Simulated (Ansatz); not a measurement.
A geometry of Pd away from equilibrium: step 13 of the relaxation of a generated trial cell of Pd in the AFLOW prototype A_hR2_166_c (A7, as in As). The numbers are results of PBE (plane waves to 420 eV, PAW, scalar-relativistic; Ansatz, a program for electronic structure), not measurements. Γ-centred k-mesh 12×12×12 on the run's cell (coarser than for final values), Fermi–Dirac smearing 0.05 eV.

```
Pd
1.0
    1.47226     0.85001     4.01190
   -1.47226     0.85001     4.01190
    0.00000    -1.70002     4.01190
Pd
2
Direct
  0.25000   0.25000   0.25000
  0.75000   0.75000   0.75000
```

Task: Which atoms carry the largest force, and which way does it point?

Result: No atom: all forces are below 0.005 eV/Å; only the cell is out of equilibrium.

Task: What is the pressure?

Result: +8.5 GPa, compression positive.

Task: How far above the relaxed end point is this geometry?

Result: 0.14 eV/atom; the path ends in Fm-3m (No. 225) (fcc (Cu type)).

No spin polarisation in the result. A magnetic state may lie lower.

The run could not lose the symmetry of its start.
